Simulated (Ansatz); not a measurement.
A: TiO2 (rutile), a = b = 4.6435 Å, c = 2.9637 Å, α = β = γ = 90.00°
B: TiSi2 (C54 type, space group Fddd), a = 4.8062 Å, b = 8.2649 Å, c = 8.5648 Å, α = β = γ = 90.00°
C: Zr (hcp, Mg type), a = b = 3.232 Å, c = 5.174 Å, α = β = 90.00°, γ = 120.00°

Scan: energy against volume (even scaling of the relaxed cell, symmetry kept). One method and one kind of scan serve all of them; meshes and ranges differ. All were relaxed with their symmetry unable to fall. The PAW data are Ansatz's earlier set. TiO2 is run without spin polarisation. TiSi2 is run without spin polarisation. Zr is run without spin polarisation.

Problem. Order them by bulk modulus at fixed cell shape (fitted) (lowest first) at the level PBE (plane waves to 420 eV, PAW, scalar-relativistic; Ansatz, a quantum-chemistry and plane-wave program).

Solution. C (93.8 GPa), B (143 GPa), A (213 GPa)

(A scan under strain: stresses follow from slopes of the energy per volume, elastic moduli from its curvatures.)
